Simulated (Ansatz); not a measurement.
RbBr (rock salt, Fm-3m), the program Ansatz at the PBE level (PAW): ε∞ = 2.46, cell volume 86.41 Å³. Infrared-active transverse modes:

```csv
ω_TO (cm⁻¹),oscillator strength S_xx (e²/amu)
76.1,0.03282
```

Compute the static dielectric constant.

Each mode adds (4.921e7/V) S/ω²: 3.23. So ε0 = 5.69.

What LO frequency does the Lyddane–Sachs–Teller relation give?

ω_LO = ω_TO √(ε0/ε∞) = 116 cm⁻¹.

The cell was relaxed with PBE under the symmetry of its start; phonons on a q-mesh show no instability. Scalar-relativistic: spin–orbit coupling is off unless named, which matters more the heavier the elements.

Potentials: the later of the program's two PAW sets.
